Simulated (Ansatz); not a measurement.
# RbLaTe2: reading a single point

```
CELL_PARAMETERS angstrom
7.69808 -1.09105 -0.09500
0.34784 7.05473 -0.29398
0.08700 1.00862 5.93002
ATOMIC_POSITIONS crystal
Te 0.09844 0.05007 0.49954
Te 0.19749 0.73786 0.15287
Te 0.43914 0.43855 0.21855
Te 0.46770 0.53010 0.72212
La 0.08489 0.26628 0.96696
La 0.81979 0.80454 0.88231
Rb 0.56290 0.97991 0.35103
Rb 0.84799 0.46315 0.43459
```

Single point in Ansatz 0.2.0 with r2SCAN, no spin polarisation. Cutoff 500 eV, PAW datasets, 3×3×3 Γ-centred k mesh, fermi-dirac filling (width 0.1 eV).

- Forces: The largest is on Te2: 2.85 eV/Å, components (-2.29, 1.15, -1.23). It makes 150° with the line to a nearest neighbour, Te3 at 2.94 Å, pointing away from it.
- Stress: The pressure is 0.4 GPa (compression positive), so with the atoms held at these fractions the cell is close to zero pressure; the forces are large, so a full relaxation may end otherwise. The principal stresses -3.8, 1.2, 3.8 GPa differ, so its shape would change too.
- Electronic structure: Counting bands on this mesh leaves a gap of 0.15 eV, but it is narrow, so a finer mesh and a narrower smearing would have to settle it.
- Formation energy: -0.54 eV an atom against the elements' usual phases (free molecules for gases, crystals otherwise, with no correction for O₂ or N₂), so it is bound against them; other compounds may still compete. Relaxing would lower it.

Origin: a disordered cell, so it need not be a known compound. Caveats: the k mesh is coarse if the cell is a metal; atoms or cell far from equilibrium; the gap is not wide against the smearing; f levels without a U or exact exchange are poorly placed.
